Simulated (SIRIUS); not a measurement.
**How a calculation on Zn₃CdS₄ (P-43m, 8 atoms in the cell; from Materials Project mp-981379) responds to its settings**

```
Zn3CdS4
1.0
    5.51101     0.00000     0.00000
    0.00000     5.51101     0.00000
    0.00000     0.00000     5.51101
Zn Cd S
3 1 4
Direct
  0.00000   0.50000   0.50000
  0.50000   0.00000   0.50000
  0.50000   0.50000   0.00000
  0.00000   0.00000   0.00000
  0.26268   0.26268   0.26268
  0.26268   0.73732   0.73732
  0.73732   0.73732   0.26268
  0.73732   0.26268   0.73732
```

Base run A: LDA (PW92), GBRV LDA ultrasoft pseudopotentials (SIRIUS), self-consistent single point.

Its settings: parameters.ngridk = 4 4 4; parameters.xc_functionals = [XC_LDA_X, XC_LDA_C_PW]; parameters.gk_cutoff = 6.325 1/bohr; parameters.pw_cutoff = 14.143 1/bohr; parameters.smearing = gaussian; parameters.smearing_width = 0.0001 Ha; potentials = GBRV LDA ultrasoft pseudopotentials; parameters.electronic_structure_method = pseudopotential; parameters.num_bands = 58; parameters.num_mag_dims = 0; parameters.num_dft_iter = 100; parameters.energy_tol = 1e-07 Ha; parameters.density_tol = 1e-06; mixer.type = anderson; mixer.beta = 0.5; mixer.use_hartree = false.

The structure comes from a collection of computed structures, made at another level of theory; the collection holds predicted forms beside known ones.

ΔF is the free energy per atom less that of run A. 

A variant of run A gave: the free energy goes up by 5.5 meV/atom, the pressure goes from -3.85 to -4.47 GPa, the largest force goes from 0.043 to 0.049 eV/Å and the gap on the mesh goes from 1.514 to 1.466 eV.

**Question.** What was changed between the two runs?
A) lattice vector a scaled by 1.02
B) lattice vector a scaled by 0.99
C) lattice vector a scaled by 1.01
D) lattice vector a scaled by 0.98

**Answer.** C, lattice vector a scaled by 1.01. That run gave: ΔF (meV/atom) 5.5; pressure (GPa) -4.47; largest force (eV/Å) 0.049; gap on the mesh (eV) 1.466; k-points 18.

The base and the other variants:

```csv
change,ΔF (meV/atom),pressure (GPa),largest force (eV/Å),gap on the mesh (eV),k-points
base,0.00,-3.85,0.043,1.514,10
lattice vector a scaled by 0.98,-7.5,-2.52,0.030,1.545,18
lattice vector a scaled by 0.99,-4.3,-3.20,0.036,1.529,18
lattice vector a scaled by 1.02,12.2,-5.06,0.056,1.418,18
```
